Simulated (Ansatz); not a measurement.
**Computed properties of ZrNi2**

ZrNi₂:
```yaml
crystal:
  lattice:
    - [0.00000, 3.45673, 3.45673]
    - [3.45673, 0.00000, 3.45673]
    - [3.45673, 3.45673, 0.00000]
  atoms:
    - { symbol: Zr, position: [0.50000, 0.50000, 0.50000] }
    - { symbol: Zr, position: [0.75000, 0.75000, 0.75000] }
    - { symbol: Ni, position: [0.12500, 0.12500, 0.12500] }
    - { symbol: Ni, position: [0.62500, 0.12500, 0.12500] }
    - { symbol: Ni, position: [0.12500, 0.12500, 0.62500] }
    - { symbol: Ni, position: [0.12500, 0.62500, 0.12500] }
```

Space group Fd-3m (No. 227), cubic Laves (MgCu2 type); conventional cell a = b = c = 6.913 Å, α = β = γ = 90.00°.

Method: DFT-r²SCAN in the program Ansatz with PAW potentials. Structure relaxed to zero pressure with the same functional. Other levels are named where they apply.

Cell and energy:

```json
{
 "volume_per_atom": "13.77 Å³",
 "density": "8.39 g/cm³",
 "Formation energy from the elements (no fitted shifts)": "-0.39 eV/atom"
}
```

Electronic structure:

```json
{
  "electronic_character": "metallic (no gap)",
  "Density of states at the Fermi level": "1.0 states/eV per atom (mean over ±0.08 eV)",
  "Gap with spin–orbit coupling": "none (metallic)"
}
```

Magnetism:

```json
{
 "magnetic_order": "non-magnetic (starting moments vanished)"
}
```

Mechanics:

```json
{
  "Bulk modulus (Birch–Murnaghan fit)": "180 GPa",
  "Pressure derivative B′": "4.3"
}
```

Charges:

```json
{
 "bader_charges": "Zr +1.43, Ni -0.72 e"
}
```

The workflow started from an entry of the Crystallography Open Database (COD). Its standing as an ambient phase is unchecked. The r²SCAN relaxation kept the symmetry of its start; its stability against distortions is not shown here. The workflow began spin-polarised and lost its moments. The references are the lowest solids computed at this level, not always the standard phases. Scalar-relativistic: spin–orbit coupling is off unless named, which matters more the heavier the elements.

Potentials: the later of the program's two PAW sets.
